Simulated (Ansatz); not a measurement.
BiB in space group P-6m2 (No. 187; B on 1a, Bi on 1f) under volume change, DFT-PBE in the program Ansatz with PAW potentials, shape and atoms relaxed at each volume.

```json
[
 {"V (Å³/atom)": "17.582", "E − E(relaxed) (meV/atom)": "40.2", "P (GPa)": "8.08"},
 {"V (Å³/atom)": "18.162", "E − E(relaxed) (meV/atom)": "16.9", "P (GPa)": "4.94"},
 {"V (Å³/atom)": "18.742", "E − E(relaxed) (meV/atom)": "4.0", "P (GPa)": "2.26"},
 {"V (Å³/atom)": "19.321", "E − E(relaxed) (meV/atom)": "0.0", "P (GPa)": "0.00"},
 {"V (Å³/atom)": "19.901", "E − E(relaxed) (meV/atom)": "(withheld)", "P (GPa)": "(withheld)"},
 {"V (Å³/atom)": "20.481", "E − E(relaxed) (meV/atom)": "13.6", "P (GPa)": "-3.57"},
 {"V (Å³/atom)": "21.060", "E − E(relaxed) (meV/atom)": "(withheld)", "P (GPa)": "(withheld)"}
]
```

Q: Complete the blanks.

A: 
- 21.060, E − E(relaxed) (meV/atom): 29.2
- 21.060, P (GPa): -4.99
- 19.901, E − E(relaxed) (meV/atom): 3.6
- 19.901, P (GPa): -1.93

Q: What does a third-order Birch–Murnaghan fit give for V₀, B₀ and B′?

A: V₀ = 19.32 Å³/atom, B₀ = 69.7 GPa, B′ = 4.4.

The cell is a constructed one: a structure type filled with these elements; neither database checked (COD, Materials Project) lists it. Whether it is the stable phase at ambient conditions was not checked. The cell was relaxed with PBE under the symmetry of its start; its stability against distortions is not shown here. Scalar-relativistic: spin–orbit coupling is off unless named, which matters more the heavier the elements.

Potentials: the later of the program's two PAW sets.
